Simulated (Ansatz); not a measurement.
Input:

ScMo$_{3}$C:
```cif
data_CMo3Sc
_chemical_formula_sum 'Sc1 Mo3 C1'
_space_group_name_H-M_alt 'P 1'
_space_group_IT_number 1
_cell_length_a 4.21663
_cell_length_b 4.21663
_cell_length_c 4.21663
_cell_angle_alpha 90.000
_cell_angle_beta 90.000
_cell_angle_gamma 90.000
loop_
_space_group_symop_operation_xyz
  'x, y, z'
loop_
_atom_site_label
_atom_site_type_symbol
_atom_site_fract_x
_atom_site_fract_y
_atom_site_fract_z
_atom_site_occupancy
Sc1 Sc 0.00000 0.00000 0.00000 1
Mo1 Mo 0.00000 0.50000 0.50000 1
Mo2 Mo 0.50000 0.00000 0.50000 1
Mo3 Mo 0.50000 0.50000 0.00000 1
C1 C 0.50000 0.50000 0.50000 1
```

This is the r²SCAN-relaxed structure.

All from the program Ansatz at the r²SCAN level (PAW), unless another level is named. Estimate the electronic character.

metallic (no gap).

Give the formation energy from the elements (no fitted shifts).

0.063 eV/atom.

Predict the density of states at the Fermi level.

0.68 states/eV per atom (mean over ±0.08 eV).

Space group Pm-3m (anti-perovskite). The start of the workflow was typed in or built on a structure type; neither database checked (COD, Materials Project) lists it. Its standing as an ambient phase is unchecked. Symmetry was held in the r²SCAN relaxation; whether a distortion lowers the energy is not shown. The run is not spin-polarised. The references are the lowest solids computed at this level, not always the standard phases. Scalar-relativistic: spin–orbit coupling is off unless named, which matters more the heavier the elements.

Potentials: the later of the program's two PAW sets.
